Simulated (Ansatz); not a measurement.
**Notes on Sr3Al2Ge2**

```
Ge Al Sr
1.0
     0.00000    0.00000    4.84602
     4.37652    0.00000    0.00000
     2.18826    9.70136   -2.42301
Ge Al Sr
2 2 3
Direct
  0.35840 0.64160 0.71680
  0.64160 0.35840 0.28320
  0.43510 0.06490 0.87020
  0.56490 0.93510 0.12980
  0.00000 0.50000 0.00000
  0.18320 0.81680 0.36640
  0.81680 0.18320 0.63360
```

Method: PBEsol, no spin polarisation; PAW, plane waves to 420 eV, 7×7×7 Γ-centred mesh, fermi-dirac occupations (width 0.1 eV) (Ansatz 0.2.0), atoms fixed.

Q: Is it stable against the elements?

A: -0.50 eV an atom against the elements' usual phases (free molecules for gases, crystals otherwise, with no correction for O₂ or N₂), so it is bound against them; other compounds may still compete. Relaxing would lower it.

Q: Metal or insulator?

A: It is a metal, with about 2.3 states/eV a cell as the mean within 0.25 eV of the Fermi level.

Q: Which element gives electrons and which takes them?

A: Bader charges in e: Sr +1.24, Al +0.09, Ge -1.96. In the mean Sr gives up most and Ge takes most.

Q: Is the cell too large or too small?

A: The pressure is -2.7 GPa (compression positive), so with the atoms held at these fractions the cell would first shrink. The principal stresses -4.3, -1.9, -1.7 GPa differ, so its shape would change too.

Origin: a known structure type with other elements, at an estimated volume, so it need not be a known compound.
